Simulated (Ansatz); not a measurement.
Ta (bcc, W type)

```xyz
2
Lattice="-3.2819 3.2819 3.2819 1.6410 -1.6410 1.6410 1.6410 1.6410 -1.6410" Properties=species:S:1:pos:R:3 pbc="T T T"
Ta     0.0000     0.0000     0.0000
Ta    -1.6410     1.6410     1.6410
```

In this cell atom 1 (Ta, nearest neighbour Ta at 2.842 Å; its periodic images, 2.8 Å or more away, move with it) is moved by s along Cartesian [110], unit vector (0.707, 0.707, 0.000); all other atoms and the cell stay fixed.

Level of theory: PBEsol (plane waves to 420 eV, PAW, scalar-relativistic; Ansatz, a first-principles code). k mesh 8×16×16 (Γ-centred), Fermi-Dirac smearing 0.05 eV. The energy includes the smearing's −TS. With partly filled bands, energies and forces of such displacements shift with the k mesh and the smearing. Spin-orbit coupling is left out, though Ta is heavy. Ta is run without spin polarisation. Ta was relaxed with its symmetry unable to fall. ΔE is measured from the undisplaced structure. The last digit holds for this mesh only.

```csv
s (Å),ΔE (meV/cell)
-0.280,withheld
-0.224,148.4
-0.168,82.6
-0.112,36.1
-0.056,8.9
0.000,0.0
0.056,8.9
0.112,36.1
0.168,82.6
0.224,148.4
0.280,withheld
```

Q: Fit an even polynomial form (powers 2, 4) to the given rows and predict ΔE at s = -0.280.

A: Least squares on the 9 given rows: ΔE = (2871)·s² + (1734)·s⁴, in meV/cell with s in Å; root-mean-square residual 0.14 meV/cell. At -0.280 the fit gives 235.7 meV/cell; the calculation gives 232.8 meV/cell, so the extrapolation is off by 2.9 (+1.2 %). The quadratic term alone would give 225.1 meV/cell.

(A displaced cell: forces are minus the slopes of the energy, force constants its curvatures, and phonons follow from these.)
